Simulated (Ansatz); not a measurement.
AlGaN₂:
```cif
data_AlGaN2
_chemical_formula_sum 'Al1 Ga1 N2'
_space_group_name_H-M_alt 'P 1'
_space_group_IT_number 1
_cell_length_a 3.14258
_cell_length_b 3.14258
_cell_length_c 4.42320
_cell_angle_alpha 90.000
_cell_angle_beta 90.000
_cell_angle_gamma 90.000
loop_
_space_group_symop_operation_xyz
  'x, y, z'
loop_
_atom_site_label
_atom_site_type_symbol
_atom_site_fract_x
_atom_site_fract_y
_atom_site_fract_z
_atom_site_occupancy
Al1 Al 0.50000 0.50000 0.50000 1
Ga1 Ga 0.00000 0.00000 0.00000 1
N1 N 0.50000 0.00000 0.73964 1
N2 N 0.00000 0.50000 0.26036 1
```

Relaxed with PBEsol. DFT-PBEsol in the program Ansatz with PAW potentials gives a gap of 2.78 eV.

Q: What gap does HSE06 give on the same cell (Ansatz, PAW)?

A: 4.14 eV, 1.37 eV more. The hybrid was solved on a coarser mesh and at special points; its gap is the smallest among all of these.

```tsv
k	v1 PBEsol	c1 PBEsol	v1 HSE06	c1 HSE06
Γ	0.00	2.78	0.00	4.14
Z	-1.00	5.15	[?]	[?]
M	-2.27	3.21	[?]	[?]
A	-3.25	6.09	[?]	[?]
R	-0.57	5.13	-0.57	6.73
X	-0.70	7.06	[?]	[?]
```

Q: Top valence (v1) and lowest conduction level (c1) in eV from each method's valence maximum (which need not be a listed point): supply the withheld HSE06 values.

A: 
- M, v1 HSE06: -2.39
- M, c1 HSE06: 4.49
- A, v1 HSE06: -3.39
- A, c1 HSE06: 7.53
- X, v1 HSE06: -0.69
- X, c1 HSE06: 8.64
- Z, v1 HSE06: -1.05
- Z, c1 HSE06: 6.57

Cost on shared cores: the PBEsol run (SCF on a 9×9×6 mesh, then bands and DOS) very roughly 30 core-seconds, the HSE06 run (SCF on 7×7×5, then a few points) very roughly 3 core-minutes; the tasks are unlike.

Space group P-4m2. The first step of the workflow began from a Materials Project structure, measured or hypothetical; the Crystallography Open Database copy checked does not list it. With Al and Ga taken as one species the cell has the higher symmetry F-43m, so it may be an ordered model of a mixed-site phase. Whether it is the stable phase at ambient conditions was not checked. The PBEsol relaxation kept the symmetry of its start; its stability against distortions is not shown here. Scalar-relativistic: spin–orbit coupling is off unless named, which matters more the heavier the elements.

Potentials: the later of the program's two PAW sets.
